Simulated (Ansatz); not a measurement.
A geometry of P2Pd away from equilibrium: the start of the relaxation of a relaxed P2Pd cell deformed by the Cartesian strain tensor (xx, yy, zz, yz, xz, xy) = (0.144, -0.085, -0.132, -0.037, -0.010, -0.036). These are r2SCAN (plane waves to 500 eV, PAW, scalar-relativistic; Ansatz, a quantum-chemistry and plane-wave program) values and carry that method's errors. Γ-centred k-mesh 6×6×5 on the run's cell (coarser than for final values), Fermi–Dirac smearing 0.05 eV.

```xyz
6
Lattice="4.0502 -2.8090 0.0723 3.8361 2.5574 -0.1447 -3.5902 -0.0724 4.3795" Properties=species:S:1:pos:R:3 pbc="T T T"
P      0.2430     0.5948     1.4222
P      4.0531    -0.9188     2.8849
P      5.7950     0.4491     0.6413
P     -1.4989    -0.7731     3.6659
Pd     0.2300    -1.4407     2.2259
Pd     1.9181     1.2787    -0.0723
```

Question: What forces act on the atoms (eV/Å)?

Answer: 
```tsv
atom	Fx	Fy	Fz
P1	-0.55	-1.72	-4.16
P2	0.55	1.72	4.16
P3	0.31	2.79	2.11
P4	-0.31	-2.79	-2.11
Pd5	0.00	0.00	0.00
Pd6	0.00	0.00	0.00
```

Question: What is the pressure?

Answer: +29.0 GPa, compression positive.

Question: How far above the relaxed end point is this geometry?

Answer: 0.54 eV/atom; the path ends in C2/c (No. 15).

No spin polarisation in the result.

The run could not lose the symmetry of its start.

The cell that was disturbed is our relaxation of an entry of Materials Project.
